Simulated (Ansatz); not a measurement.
Relaxed-ion elastic tensor of Ta$_{2}$N in space group P-31m (No. 162; Ta on 6k, N on 2d, N on 1a) in GPa (Voigt order), DFT-r²SCAN in the program Ansatz with PAW potentials; density 15.66 g/cm³, 13.28 Å³ per atom.

```
  500    184    210    0.0   29.7    0.0
  184    500    210    0.0  -29.7    0.0
  210    210    503    0.0    0.0    0.0
  0.0    0.0    0.0    174    0.0  -29.7
 29.7  -29.7    0.0    0.0    174    0.0
  0.0    0.0    0.0  -29.7    0.0    158
```

Q: Is the crystal mechanically stable?

A: Yes: the smallest eigenvalue of C is 135 GPa.

Q: Work out the Voigt, Reuss and Hill averages.

A: K_V = 301, K_R = 301, K_H = 301; G_V = 161, G_R = 156, G_H = 159 GPa.

Q: Give Young's modulus, Poisson's ratio, Pugh's ratio and the universal anisotropy index.

A: E = 9KG/(3K + G) = 405 GPa; ν = 0.28; K/G = 1.90 (ductile by the Pugh limit of 1.75); A_U = 5G_V/G_R + K_V/K_R − 6 = 0.16.

Q: Estimate the sound speeds and the Debye temperature.

A: v_l = √((K + 4G/3)/ρ) = 5720 m/s, v_t = √(G/ρ) = 3180 m/s, mean 3550 m/s; Θ = (h/k)(3n/4πV)^(1/3) v_m = 446 K.

Q: How much does each axis shrink under pressure?

A: Linear compressibilities β_i = Σ_j S_ij (j = 1 to 3): x 1.1, y 1.1, z 1.0 per TPa.

The first step of the workflow began from a Materials Project structure, measured or hypothetical; the Crystallography Open Database copy checked does not list it. Its standing as an ambient phase is unchecked. The cell was relaxed with r²SCAN under the symmetry of its start; whether a distortion lowers the energy is not shown. No spin polarisation was allowed. As this level gives no gap, shear constants depend on the k-mesh and smearing (Fermi–Dirac, 0.1 eV here). Scalar-relativistic: spin–orbit coupling is off unless named, which matters more the heavier the elements.

Potentials: the earlier of the program's two PAW sets. The files were generated under PBE; for other functionals the program regenerates the frozen cores, and for LDA and PBEsol the local potential too.
